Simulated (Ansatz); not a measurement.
**Scan of one atom of the cell for InSb (zinc blende)**

Starting cell, InSb (zinc blende):

```yaml
crystal:
  lattice:
    - [0.00000, 3.31730, 3.31730]
    - [3.31730, 0.00000, 3.31730]
    - [3.31730, 3.31730, 0.00000]
  atoms:
    - { symbol: Sb, position: [0.75000, 0.75000, 0.75000] }
    - { symbol: In, position: [0.00000, 0.00000, 0.00000] }
```

Scan: atom 1 (Sb, nearest neighbour In at 2.873 Å; its periodic images, 4.7 Å or more away, move with it) is displaced towards the nearest neighbour, direction (0.577, -0.577, -0.577) in Cartesian axes, by s. The other atoms stay.

Computed with PBE (plane waves to 420 eV, PAW, scalar-relativistic; Ansatz, a first-principles code). k mesh 10×10×10 (Γ-centred), Fermi-Dirac smearing 0.05 eV. Energies are smeared free energies. Stress and pressure are positive under compression. Left out: 1 of 11 points, with atoms too close for the PAW data. With partly filled bands, energies and forces of such displacements shift with the k mesh and the smearing. F∥ is the force on the atom along that direction. At this level the bands of InSb touch or barely overlap; measurements give the solid a gap. InSb was relaxed with its symmetry unable to fall. Spin-orbit coupling is left out, though Sb is heavy. The zero of ΔE is the undisplaced structure.

```
s (Å)   ΔE (meV/cell)  F∥ (eV/Å)  P (GPa)
------  -------------  ---------  -------
-0.860            787      0.630      2.9
-0.688            644      1.010      2.5
-0.516            450      1.214      1.8
-0.344            242      1.145      1.1
-0.172             73      0.769      0.3
0.000               0      0.000      0.0
0.172             103     -1.303      0.5
0.344             489     -3.327      2.3
0.516            1316     -6.545      6.3
0.688            2860    -11.872     13.6
```

What the scan shows:

The energy at s = 0.688 Å is 2860 meV/cell. The force along the line at s = -0.860 Å is 0.630 eV/Å. The force constant k = d²E/ds² at s = 0 (finite differences) comes out as 5.86 eV/Å². The zone-centre optical wavenumber from k is 164 cm⁻¹. Symmetry of the curve: not even: the positive side lies higher at ±0.688 Å. Shape of the curve: a single well with its minimum at or next to zero displacement. Harmonic estimate at the end of the scan: ½ks² = 1387 meV/cell against the computed 2860 meV/cell, so the well is stiffer than harmonic there.

(For displaced atoms, the force is minus the slope of the energy, and its curvature is a force constant, which sets phonon frequencies.)
